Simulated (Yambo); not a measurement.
WCu$_{2}$S$_{4}$: lowest vertical excitons

```
CELL_PARAMETERS angstrom
      5.37586     0.00000     0.00000
      0.00000     5.37586     0.00000
      0.00000     0.00000     5.06010
ATOMIC_POSITIONS crystal
  S  0.24079 0.75921 0.25653
  S  0.75921 0.75921 0.74347
  S  0.75921 0.24079 0.25653
  S  0.24079 0.24079 0.74347
  Cu 0.00000 0.50000 0.00000
  Cu 0.50000 0.00000 0.00000
  W  0.00000 0.00000 0.00000
```

Cell and atoms were relaxed with PBE+D3(BJ) from Materials Project entry mp-8976, within its symmetry.

BSE in Yambo on norm-conserving PBEsol (Quantum ESPRESSO, 92 Ry, scalar-relativistic) bands: 4×4×4 mesh, 19 valence and 7 conduction bands, static screening with 97 bands and a 3 Ry block, scissor 1.11 eV, Tamm-Dancoff; field along x.

```csv
state,energy (eV),states within 2 meV,relative strength,class,main transitions
1,2.39,1,< 0.01,dark,VB → CB (76 %)
2,2.43,1,< 0.01,dark,VB → CB (89 %)
3,2.45,2,0.01,dark,several band pairs
4,2.52,1,< 0.01,dark,VB → CB (73 %)
5,2.53,1,< 0.01,dark,VB → CB (92 %)
6,2.56,3,0.86,weak,VB → CB (78 %)
7,2.59,2,< 0.01,dark,several band pairs
8,2.63,1,< 0.01,dark,VB → CB (94 %)
```

These are vertical excitations (zero momentum); the indirect quasiparticle gap, about 2.30 eV, is smaller than the direct one (2.78 eV on the GW mesh). The direct quasiparticle gap on this mesh is 2.78 eV; counted from there, state 1 is bound by 0.39 eV. Convergence with the mesh was not shown.

Spin singlets only. Strengths are relative to the strongest of the lowest states of this run; strong means a line over 3 % of the spectrum's maximum, dark under 0.03 %. Absolute energies carry the error of the G0W0 scissor, whose convergence isn't established; the long-wavelength screening was taken along (1,1,1) although the crystal is anisotropic.

Without spin-orbit coupling, band edges of such heavy elements can be off by tenths of an eV. The 3d shell has no Hubbard U; the runs are without spin polarisation, and magnetic order was not tried.

The structure is a Materials Project entry; no match was found in the copy of COD used, and its stability was not checked.
